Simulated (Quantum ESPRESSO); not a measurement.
## NbPd5AlCu (input and log of a self-consistent run)

Computed values, not a measurement. The program is pw.x of Quantum ESPRESSO 7.5 (plane-wave density functional theory). The cell is made up: eight metal atoms on a face-centred cubic lattice, with elements, volume, strain and displacements drawn at random and not relaxed, so it may be unstable or far from any real phase. PseudoDojo standard norm-conserving files set the functional (PBE unless stated); there is no spin polarisation or spin-orbit coupling, the Fermi-Dirac width of 0.25 eV means electrons at about 2900 K, and the masses in the input are unused placeholders. The copper pseudopotential is less sure than most, with forces differing by about three percent and pressure by about two GPa from a second method on plain copper. A spin test at this wide smearing found no moment, but such smearing suppresses magnetism that the real alloy may have.

Input:

```
&control calculation='scf', pseudo_dir='./dojo.nc.sr.pbe.v0_5.standard.upf', outdir='./o', disk_io='minimal', tprnfor=.true., tstress=.true. /
&system ibrav=0, nat=8, ntyp=4, nbnd=79, ecutwfc=92.02030273, nosym=.true., tot_charge=0,
 occupations='smearing', smearing='fd', degauss=0.0183746611
/
&electrons conv_thr=1.470e-08, electron_maxstep=70, mixing_beta=0.5 /
ATOMIC_SPECIES
Al 1.0 Al.upf
Cu 1.0 Cu.upf
Nb 1.0 Nb.upf
Pd 1.0 Pd.upf
CELL_PARAMETERS angstrom
0.0 -2.0072 -2.0072
-4.0144 2.0072 -2.0072
6.0216 6.0216 -4.0144
ATOMIC_POSITIONS angstrom
Nb -0.0113 -0.0201 -0.0301
Pd -0.0406 2.1828 -2.0241
Pd -0.0856 4.0033 -3.9288
Al 3.9158 4.0043 -3.9803
Pd -1.8891 -0.0035 -1.9505
Pd -1.9778 2.0245 -3.9716
Pd 2.0837 2.1538 -3.8975
Cu 2.0046 3.8534 -6.0907
K_POINTS automatic
8 5 3 1 1 1
```

The log is shortened where brackets say so; the opening notice, blank lines, dates and the lines on written files are dropped, and the path of the files is cut. It prints rydbergs, bohrs and kilobars, and counts compression as positive stress. Its total energy is the free energy E - TS of the whole cell.

```
     Program PWSCF v.7.5
     Parallel version (MPI & OpenMP), running on       4 processor cores
     Number of MPI processes:                 4
     Threads/MPI process:                     1
     [start-up lines left out]
     bravais-lattice index     =            0
     lattice parameter (alat)  =       5.3642  a.u.
     unit-cell volume          =     873.1493 (a.u.)^3
     number of atoms/cell      =            8
     number of atomic types    =            4
     number of electrons       =       125.00
     number of Kohn-Sham states=           79
     kinetic-energy cutoff     =      92.0203  Ry
     charge density cutoff     =     368.0812  Ry
     scf convergence threshold =      1.5E-08
     mixing beta               =       0.5000
     number of iterations used =            8  plain     mixing
     Exchange-correlation= PBE
                           (   1   4   3   4   0   0   0)
     [axes and pseudopotential details left out]
   Cartesian axes
     site n.     atom                  positions (alat units)
         1        Nb     tau(   1) = (  -0.0039808  -0.0070809  -0.0106038  )
         2        Pd     tau(   2) = (  -0.0143028   0.7689681  -0.7130604  )
         3        Pd     tau(   3) = (  -0.0301556   1.4103032  -1.3840580  )
         4        Al     tau(   4) = (   1.3794782   1.4106555  -1.4022006  )
         5        Pd     tau(   5) = (  -0.6655019  -0.0012330  -0.6871322  )
         6        Pd     tau(   6) = (  -0.6967496   0.7132013  -1.3991358  )
         7        Pd     tau(   7) = (   0.7340566   0.7587518  -1.3730314  )
         8        Cu     tau(   8) = (   0.7061908   1.3574957  -2.1456632  )
     number of k points=    60  Fermi-Dirac smearing, width (Ry)=  0.0184
                       cart. coord. in units 2pi/alat
        k(    1) = (  -0.0092071   0.0173094  -0.1056977), wk =   0.0333333
        k(    2) = (  -0.1270582  -0.1005417   0.0121534), wk =   0.0333333
     [further k points left out]
     Dense  grid:   104187 G-vectors     FFT dimensions: (  36,  60, 120)
     Estimated max dynamical RAM per process >     420.53 MB
     Estimated total dynamical RAM >       1.57 GB
     Initial potential from superposition of free atoms
     starting charge     124.9941, renormalised to     125.0000
     Starting wfcs are   69 randomized atomic wfcs +   10 random wfcs
     total cpu time spent up to now is        6.3 secs
     per-process dynamical memory:   333.1 Mb
     Self-consistent Calculation
     iteration #  1     ecut=    92.02 Ry     beta= 0.50
     Davidson diagonalization with overlap
     ethr =  1.00E-02,  avg # of iterations =  3.6
     total cpu time spent up to now is       24.0 secs
     total energy              =   -1856.36142830 Ry
     estimated scf accuracy    <      11.45125051 Ry
     iteration #  2     ecut=    92.02 Ry     beta= 0.50
     Davidson diagonalization with overlap
     ethr =  9.16E-03,  avg # of iterations =  5.6
     total cpu time spent up to now is       45.0 secs
     total energy              =   -1846.08411677 Ry
     estimated scf accuracy    <     287.91562685 Ry
     iteration #  3     ecut=    92.02 Ry     beta= 0.50
     Davidson diagonalization with overlap
     ethr =  9.16E-03,  avg # of iterations =  3.6
     total cpu time spent up to now is       62.4 secs
     total energy              =   -1862.38075977 Ry
     estimated scf accuracy    <      18.88764455 Ry
     iteration #  4     ecut=    92.02 Ry     beta= 0.50
     Davidson diagonalization with overlap
     ethr =  9.16E-03,  avg # of iterations =  3.1
     total cpu time spent up to now is       77.0 secs
     total energy              =   -1862.99440775 Ry
     estimated scf accuracy    <       4.97605690 Ry
     iteration #  5     ecut=    92.02 Ry     beta= 0.50
     Davidson diagonalization with overlap
     ethr =  3.98E-03,  avg # of iterations =  2.0
     total cpu time spent up to now is       90.4 secs
     total energy              =   -1863.34612345 Ry
     estimated scf accuracy    <       2.43345641 Ry
     [iterations 6 to 14 left out]
     iteration # 15     ecut=    92.02 Ry     beta= 0.50
     Davidson diagonalization with overlap
     ethr =  8.90E-09,  avg # of iterations =  1.0
     total cpu time spent up to now is      226.0 secs
     total energy              =   -1863.47574572 Ry
     estimated scf accuracy    <       0.00000143 Ry
     iteration # 16     ecut=    92.02 Ry     beta= 0.50
     Davidson diagonalization with overlap
     ethr =  1.14E-09,  avg # of iterations =  1.7
     total cpu time spent up to now is      239.0 secs
     total energy              =   -1863.47574584 Ry
     estimated scf accuracy    <       0.00000068 Ry
     iteration # 17     ecut=    92.02 Ry     beta= 0.50
     Davidson diagonalization with overlap
     ethr =  5.40E-10,  avg # of iterations =  1.2
     total cpu time spent up to now is      251.6 secs
     total energy              =   -1863.47574582 Ry
     estimated scf accuracy    <       0.00000143 Ry
     iteration # 18     ecut=    92.02 Ry     beta= 0.50
     Davidson diagonalization with overlap
     ethr =  5.40E-10,  avg # of iterations =  1.0
     total cpu time spent up to now is      263.7 secs
     total energy              =   -1863.47574592 Ry
     estimated scf accuracy    <       0.00000011 Ry
     iteration # 19     ecut=    92.02 Ry     beta= 0.50
     Davidson diagonalization with overlap
     ethr =  8.44E-11,  avg # of iterations =  1.0
     total cpu time spent up to now is      275.8 secs
     End of self-consistent calculation
     [lines on levels left out]
!    total energy              =   -1863.47574592 Ry
     estimated scf accuracy    <       0.00000001 Ry
     smearing contrib. (-TS)   =      -0.09775804 Ry
     internal energy E=F+TS    =   -1863.37798788 Ry
     The total energy is F=E-TS. E is the sum of the following terms:
     one-electron contribution =    -908.61487521 Ry
     hartree contribution      =     523.82054622 Ry
     xc contribution           =    -286.37938951 Ry
     ewald contribution        =   -1192.20426938 Ry
     convergence has been achieved in  19 iterations
     Forces acting on atoms (cartesian axes, Ry/au):
     atom    1 type  3   force =     0.03329947    0.00869925    0.00283571
     atom    2 type  4   force =     0.02820728   -0.04530323    0.03811497
     atom    3 type  4   force =     0.04484623    0.04024627   -0.03130680
     atom    4 type  1   force =    -0.00506218   -0.01460602    0.01216291
     atom    5 type  4   force =    -0.04299200   -0.00726979    0.00427961
     atom    6 type  4   force =    -0.05363529   -0.00053577    0.00624382
     atom    7 type  4   force =     0.00087521    0.00821336   -0.03066799
     atom    8 type  2   force =    -0.00553873    0.01055593   -0.00166223
     Total force =     0.128376     Total SCF correction =     0.000499
     Computing stress (Cartesian axis) and pressure
          total   stress  (Ry/bohr**3)                   (kbar)     P=      -61.12
  -0.00040256  -0.00008949   0.00008609          -59.22      -13.16       12.66
  -0.00008949  -0.00042739   0.00008566          -13.16      -62.87       12.60
   0.00008609   0.00008566  -0.00041651           12.66       12.60      -61.27
     init_run     :      5.58s CPU      5.85s WALL (       1 calls)
     electrons    :    263.13s CPU    269.55s WALL (       1 calls)
     forces       :      2.03s CPU      2.03s WALL (       1 calls)
     stress       :      6.73s CPU      6.73s WALL (       1 calls)
     [timing details left out]
     PWSCF        :   4m37.94s CPU   4m44.65s WALL
     JOB DONE.
```

In other units: free energy -25353.879 eV for the cell, pressure -6.11 GPa, largest force component 1.379 eV/Å in size. The run took 286 s of wall time with four MPI processes on a shared machine (Intel Xeon, 2023 or later, virtual cores), so the time is rough. A rerun of this cell at a higher cutoff and on a denser mesh moved values by no more than 0.014 eV in energy, 0.14 GPa in stress and 0.009 eV/Å in force, and a second program with other atomic files agreed on that cell to 2 % rms in force and 0.5 GPa in pressure.